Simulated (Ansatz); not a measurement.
**AlGa$_{3}$As$_{4}$ (I-42m) at 2 levels of theory**

One geometry, relaxed with PBE; plane waves with PAW potentials in Ansatz, scalar-relativistic. No spin polarisation. Gaps are the least over mesh and band path; pressure is positive in compression.

```cif
data_structure
_symmetry_space_group_name_H-M 'I-42m'
_symmetry_Int_Tables_number 121
_cell_length_a 5.7404
_cell_length_b 5.7404
_cell_length_c 11.4817
_cell_angle_alpha 90.000
_cell_angle_beta 90.000
_cell_angle_gamma 90.000
_cell_volume 378.35
loop_
_atom_site_label
_atom_site_type_symbol
_atom_site_symmetry_multiplicity
_atom_site_Wyckoff_symbol
_atom_site_fract_x
_atom_site_fract_y
_atom_site_fract_z
_atom_site_occupancy
Al1 Al 2 b 0.50000 0.50000 0.00000 1
Ga1 Ga 2 a 0.00000 0.00000 0.00000 1
Ga2 Ga 4 d 0.50000 0.00000 0.25000 1
As1 As 8 i 0.74944 0.74944 0.12465 1
```

| level | cutoff (eV) | k mesh | gap (eV) | pressure (GPa) |
| --- | --- | --- | --- | --- |
| PBE | 420 | 10×10×10 | 0.57 | 0.0 |

Q: What comes out on the same cell with r2SCAN?

A:
| level | cutoff (eV) | k mesh | gap (eV) | pressure (GPa) |
| --- | --- | --- | --- | --- |
| r2SCAN | 500 | 10×10×10 | 1.06 | -2.5 |

The cell was found from a structure generator's guess, not taken from experiment.
